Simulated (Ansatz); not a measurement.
**Fields on a plane of BaTiO3 (tetragonal-perovskite type, space group P4mm)**

```
BaTiO3
1.0
    3.95540     0.00000     0.00000
    0.00000     3.95540     0.00000
    0.00000     0.00000     4.04437
Ti Ba O
1 1 3
Direct
  0.50000   0.50000   0.44692
  0.00000   0.00000   0.93184
  0.50000   0.50000   0.90189
  0.50000   0.00000   0.41267
  0.00000   0.50000   0.41267
```

The slice is a (001) plane (indices of the conventional cell) through the point (0.000, 0.500, 0.413) (fractional), spanned by u = [100] and v = [010] in vectors of this cell: u (3.96 Å) and v (3.96 Å, at 90° to u). It covers one period; positions are fractions (u, v).

Atoms on it: Ti at (0.50, 0.00), 0.1 Å off the plane; O at (0.50, 0.50); O at (0.00, 0.00). Other atoms lie within 1 Å of the plane.

The numbers are results of PBEsol (plane waves to 420 eV, PAW, scalar-relativistic; Ansatz, a quantum-chemistry and plane-wave program), not measurements. k mesh 8×8×8. Near the nuclei the fields are pseudised (PAW); where an atom keeps semicore shells as valence, they peak there. BaTiO3 is run without spin polarisation. BaTiO3 was relaxed with its symmetry unable to fall.

| v \ u | 0.00 | 0.14 | 0.29 | 0.43 | 0.57 | 0.71 | 0.86 |
|---|---|---|---|---|---|---|---|
| 0.96 | 0.126 | 0.067 | 0.009 | 0.003 | 0.003 | 0.009 | 0.067 |
| 0.86 | 0.305 | 0.071 | 0.005 | 0.005 | 0.005 | 0.005 | 0.071 |
| 0.75 | 0.049 | 0.017 | 0.005 | 0.013 | 0.013 | 0.005 | 0.017 |
| 0.64 | 0.006 | 0.004 | 0.030 | 0.085 | 0.085 | 0.030 | 0.004 |
| 0.54 | 0.001 | 0.006 | 0.087 | 0.303 | 0.303 | 0.087 | 0.006 |
| 0.43 | 0.001 | 0.005 | 0.069 | 0.234 | 0.234 | 0.069 | 0.005 |
| 0.32 | 0.013 | 0.005 | 0.017 | 0.044 | 0.044 | 0.017 | 0.005 |
| 0.21 | 0.094 | 0.030 | 0.004 | 0.008 | 0.008 | 0.004 | 0.030 |
| 0.11 | 0.395 | 0.087 | 0.007 | 0.004 | 0.004 | 0.007 | 0.087 |
| 0.00 | 0.008 | 0.055 | 0.009 | 0.003 | 0.003 | 0.009 | 0.055 |

Values: density of the highest valence band (whole band, smooth part) in e/Å³. 

| v \ u | 0.00 | 0.11 | 0.21 | 0.32 | 0.43 | 0.54 | 0.64 | 0.75 | 0.86 | 0.96 |
|---|---|---|---|---|---|---|---|---|---|---|
| 0.96 | 0.020 | 0.016 | 0.007 | 0.067 | 0.103 | 0.047 | 0.108 | 0.014 | 0.010 | 0.021 |
| 0.86 | 0.040 | 0.016 | 0.022 | 0.142 | 0.204 | 0.108 | 0.213 | 0.042 | 0.012 | 0.035 |
| 0.75 | 0.006 | 0.005 | 0.012 | 0.036 | 0.029 | 0.014 | 0.042 | 0.019 | 0.005 | 0.006 |
| 0.64 | 0.001 | 0.002 | 0.004 | 0.009 | 0.012 | 0.010 | 0.012 | 0.005 | 0.002 | 0.001 |
| 0.54 | 0.001 | 0.001 | 0.003 | 0.021 | 0.042 | 0.021 | 0.035 | 0.006 | 0.001 | 0.001 |
| 0.43 | 0.001 | 0.001 | 0.003 | 0.016 | 0.033 | 0.021 | 0.026 | 0.005 | 0.001 | 0.001 |
| 0.32 | 0.002 | 0.002 | 0.005 | 0.012 | 0.009 | 0.006 | 0.013 | 0.008 | 0.003 | 0.002 |
| 0.21 | 0.012 | 0.007 | 0.016 | 0.063 | 0.064 | 0.033 | 0.080 | 0.027 | 0.007 | 0.011 |
| 0.11 | 0.053 | 0.021 | 0.020 | 0.158 | 0.245 | 0.129 | 0.248 | 0.040 | 0.013 | 0.047 |
| 0.00 | 0.005 | 0.013 | 0.004 | 0.036 | 0.050 | 0.018 | 0.058 | 0.007 | 0.009 | 0.009 |

Values: density of the lowest conduction band (whole band as if filled, smooth part) in e/Å³. 

- Element round which the density of the highest valence band (whole band, smooth part) is largest on this plane = O
- Element round which the density of the lowest conduction band (whole band as if filled, smooth part) is largest on this plane = Ti
